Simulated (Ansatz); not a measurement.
# Computed properties of InGaAs2

InGaAs2:
```
CELL_PARAMETERS angstrom
      4.15318     0.00000     0.00000
      0.00000     4.15318     0.00000
      0.00000     0.00000     5.91943
ATOMIC_POSITIONS crystal
  In 0.00000 0.00000 0.50000
  Ga 0.50000 0.50000 0.00000
  As 0.50000 0.00000 0.76991
  As 0.00000 0.50000 0.23009
```

Space group P-4m2 (No. 115); conventional cell a = b = 4.1532 Å, c = 5.9194 Å, α = β = γ = 90.00°.

Method: r²SCAN (plane waves, PAW; program Ansatz). The cell and atoms are relaxed at this level. Other levels are named where they apply.

### Cell and energy

```
Quantity             Result
---------------  ----------
Volume per atom    25.53 Å³
Density          5.44 g/cm³
```

### Electronic structure

```
Quantity                                                                                      Result
---------------------------------------------------------  -----------------------------------------
Band gap                                                                            0.30 eV (direct)
Valence-band maximum                                                                            at Γ
Conduction-band minimum                                                                         at Γ
Electron effective mass                                    0.020, 0.020, 0.030 mₑ (principal values)
Electron effective mass with spin–orbit coupling           0.017, 0.017, 0.027 mₑ (principal values)
Hole effective mass, band 1 of 2 at the edge                          2.5 along x, 0.38 along z (mₑ)
Hole effective mass, band 2 of 2 at the edge                        0.019 along x, 0.38 along z (mₑ)
Hole effective mass with spin–orbit coupling                0.025, 0.025, 0.35 mₑ (principal values)
HSE06 gap on the r²SCAN cell                                                                 0.64 eV
Gap with spin–orbit coupling                                                                 0.19 eV
Z2 indices of the occupied bands with spin–orbit coupling                                    0;(000)
```

### Mechanics

```
Quantity                                                                                                      Value
--------------------------------------------  ---------------------------------------------------------------------
Bulk modulus (Birch–Murnaghan fit)                                                                         633 kbar
Pressure derivative B′                                                                                          4.8
Elastic constants (relaxed ions, GPa)         C11 = 118, C12 = 24.5, C13 = 47.6, C33 = 99.1, C44 = 46.4, C66 = 24.5
Mechanical stability                                                         stable (all eigenvalues of C positive)
Hill bulk and shear moduli                                                                        63.9 and 36.2 GPa
Young's modulus                                                                                            91.3 GPa
Poisson's ratio                                                                                                0.26
Debye temperature from the elastic constants                                                                  290 K
```

### Phonons

```
Item                                                                Result
--------------------------------------------------  ----------------------
Highest zone-centre frequency (without LO–TO term)               243 cm^-1
Zone-centre stability                               no imaginary mode at Γ
```

### Charges

```
Item                                    Value
-------------  ------------------------------
Bader charges  In +0.82, Ga +0.77, As -0.80 e
```

The workflow started from a Materials Project entry (that database holds measured and hypothetical structures alike); the Crystallography Open Database copy checked does not list it. With In and Ga taken as one species the cell has the higher symmetry F-43m, so it may be an ordered model of a mixed-site phase. Its standing as an ambient phase is unchecked. Symmetry was held in the r²SCAN relaxation. Spin–orbit coupling is left out wherever it is not named.

Potentials: the later of the program's two PAW sets.
